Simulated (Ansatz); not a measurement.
A geometry of Nb away from equilibrium: step 2 of the relaxation of a relaxed Nb cell, doubled along one cell vector, shaken by Gaussian noise of σ = 0.08 Å a coordinate. Level of theory: PBEsol (plane waves to 420 eV, PAW, scalar-relativistic; Ansatz, a quantum-chemistry and plane-wave program). Γ-centred k-mesh 7×14×14 on the run's cell (coarser than for final values), Fermi–Dirac smearing 0.05 eV.

```
Nb
1.0
   -3.29352     3.22608     3.24314
    1.66257    -1.63230     1.65663
    1.65252     1.63806    -1.64082
Nb
2
Direct
  0.98148   0.96879   0.98490
  0.48914   0.98016   0.99434
```

**Question.** Give the Cartesian forces on all atoms (eV/Å).

**Answer.** 
```csv
atom,Fx,Fy,Fz
Nb1,0.04,0.11,0.12
Nb2,-0.04,-0.11,-0.12
```

**Question.** What is the pressure?

**Answer.** -1.2 GPa, compression positive.

No spin polarisation in the result.

The run could not lose the symmetry of its start.
